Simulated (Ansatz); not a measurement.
TaC (zinc blende, space group No. 216), a = 4.7906 Å, b = 4.7906 Å, c = 4.7906 Å, α = 90.00°, β = 90.00°, γ = 90.00°; the cell used has 2 atoms.

Relaxed with PBEsol.

Problem. Which orbitals make up the states near the Fermi level in DFT-PBEsol in the program Ansatz with PAW potentials?

Solution. Within 0.5 eV of the Fermi level: Ta 5d 81 %, C 2p 12 %. Projections are on Löwdin-orthogonalised atomic valence shells; empty p or d shells of many metals are not among them.

Problem. Tabulate the density of states.

Solution. States/eV per cell of 2 atoms, in 0.25 eV bins, energy from the Fermi level.

```
E (eV)  total  Ta 5d  C 2p  Ta 6s
------  -----  -----  ----  -----
-7.85    0.00   0.00  0.00   0.00
-7.60    0.00   0.00  0.00   0.00
-7.35    0.00   0.00  0.00   0.00
-7.10    0.00   0.00  0.00   0.00
-6.85    0.00   0.00  0.00   0.00
-6.60    0.00   0.00  0.00   0.00
-6.35    0.14   0.06  0.06   0.01
-6.10    0.48   0.22  0.20   0.04
-5.85    0.70   0.31  0.30   0.06
-5.60    0.96   0.42  0.42   0.08
-5.35    1.55   0.65  0.70   0.13
-5.10    1.92   0.75  0.91   0.15
-4.85    1.69   0.58  0.90   0.11
-4.60    0.59   0.19  0.33   0.04
-4.35    0.88   0.42  0.42   0.03
-4.10    2.87   1.34  1.40   0.08
-3.85    3.16   1.47  1.57   0.07
-3.60    1.96   0.87  1.01   0.04
-3.35    1.55   0.65  0.84   0.03
-3.10    1.28   0.50  0.72   0.03
-2.85    1.09   0.39  0.65   0.02
-2.60    0.93   0.30  0.59   0.02
-2.35    0.81   0.22  0.55   0.01
-2.10    0.76   0.18  0.54   0.01
-1.85    0.69   0.22  0.45   0.01
-1.60    0.00   0.00  0.00   0.00
-1.35    0.66   0.42  0.14   0.00
-1.10    0.74   0.51  0.12   0.02
-0.85    0.65   0.47  0.10   0.02
-0.60    0.65   0.48  0.10   0.02
-0.35    0.66   0.50  0.10   0.02
-0.10    0.69   0.54  0.09   0.02
0.15     0.76   0.62  0.09   0.02
0.40     0.95   0.83  0.08   0.01
0.65     0.87   0.78  0.06   0.01
0.90     0.62   0.55  0.05   0.01
1.15     0.58   0.51  0.04   0.01
1.40     1.16   1.06  0.07   0.01
1.65     1.92   1.67  0.18   0.02
1.90     1.84   1.60  0.16   0.03
2.15     1.94   1.73  0.14   0.03
2.40     1.36   1.14  0.11   0.04
2.65     1.65   1.21  0.23   0.06
2.90     2.31   1.61  0.42   0.08
3.15     1.52   0.95  0.37   0.04
3.40     0.42   0.19  0.13   0.03
3.65     0.34   0.13  0.10   0.04
3.90     0.33   0.10  0.10   0.05
4.15     0.44   0.15  0.13   0.07
4.40     0.68   0.22  0.18   0.12
4.65     0.55   0.25  0.12   0.06
```

Space group F-43m (zinc blende). The start of the workflow was typed in or built on a structure type; neither database checked (COD, Materials Project) lists it. It is not the phase usual at ambient conditions (space group No. 225). The PBEsol relaxation kept the symmetry of its start; its stability against distortions is not shown here. No spin polarisation was allowed. Spin–orbit coupling is left out wherever it is not named.

Potentials: the earlier of the program's two PAW sets. The files were generated under PBE; for other functionals the program regenerates the frozen cores, and for LDA and PBEsol the local potential too.
